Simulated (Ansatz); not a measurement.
## Nuclear-site quantities of Si as the cell is scaled

```
Si
1.0
     0.00000    2.71547    2.71547
     2.71547    0.00000    2.71547
     2.71547    2.71547    0.00000
Si
2
Direct
  0.50000 0.50000 0.50000
  0.75000 0.75000 0.75000
```

Atom numbers follow the list: Si1, Si2.

The cell is a measured one (Crystallography Open Database entry 9011998); the temperature and pressure of the measurement aren't taken into account, and nothing was relaxed.

These are results of DFT, LDA, all-electron PAW with datasets made for the crystal, scalar-relativistic (Ansatz 0.2.0), not measurements.

Sampling and basis: a Γ-centred 11×11×11 k mesh, Fermi–Dirac smearing of 0.08 eV, cutoff 180 eV (chosen by the program for this cell), no spin polarisation.

The contact density is the mean electron density over the nuclear volume; its changes follow the s electrons' response to bonding and compression. Changes below are taken from the unscaled cell, where it is 12700.9 e/Å³ at Si1.

Volumes at which the program chose other datasets or cutoffs are left out.

| V/V(cell) | P (GPa) | Δρ(0) Si1 (e/Å³) |
| --- | --- | --- |
| 0.9900 | -0.6 | ? |
| 1.0000 | -1.6 | 0.00 |
| 1.0100 | -2.4 | 0.10 |
| 1.0200 | -3.3 | 0.19 |
| 1.0400 | -4.8 | ? |
| 1.0600 | -6.1 | ? |

Question: Fill in "Δρ(0) Si1 (e/Å³)" for the row "0.9900".

Answer: -0.09.

Question: What belongs in the row "1.0600", column "Δρ(0) Si1 (e/Å³)"?

Answer: 0.60.

Question: Give the missing entry: row "1.0400", column "Δρ(0) Si1 (e/Å³)".

Answer: 0.39.

The datasets are made afresh for each cell, so very small changes are uncertain.
